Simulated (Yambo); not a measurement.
**How GW settings move the gap: ScTaPb$_{2}$O$_{6}$**

G0W0@LDA for ScTaPb$_{2}$O$_{6}$ (space group Fm-3m, No. 225) in Yambo. Reference settings: 2×2×2 Γ-centred k mesh, bands 3 to 219 and a 7 Ry block in the screening, 219 bands in G with the Bruneval-Gonze terminator, plasmon pole fitted at 27.2 eV. The LDA gap X → X on this mesh is 2.48 eV; G0W0 gaps are taken between the same points.

| change from the reference | G0W0 gap X → X (eV) | shift of the valence edge (eV) | rough Yambo cost |
|---|---|---|---|
| reference settings | 3.03 | -0.22 | 1 |
| 96 bands in G | 3.07 | -0.18 | – |
| wavefunctions cut at 25 Ry | 2.99 | -0.18 | about 1/2 |
| no point-group symmetry | 3.04 | -0.24 | about 3× |
| 96 bands in G, no terminator | 2.85 | 0.44 | – |
| no terminator | 2.92 | 0.00 | – |

The reference isn't shown to be the converged limit. Costs are rough (shared machines), scaled to the same edge states, and given only for runs that recompute the screening.

Spin-orbit coupling is left out; with 6p states at a band edge it can lower the gap by many tenths of an eV, most of a small gap.

The standard potential for Pb keeps a d shell in the valence without the s and p states of that shell. In tests on such compounds this moved G0W0 gaps by up to about 0.9 eV, so absolute quasiparticle energies here are unreliable; differences between settings are what counts.

Geometry of the Materials Project entry, not relaxed at this level; primitive cell a = b = c = 5.8057 Å, α = β = γ = 60.00°.

The structure is a Materials Project entry; no match was found in the copy of COD used, and its stability was not checked.

A shift is the quasiparticle energy of the state minus its LDA energy.
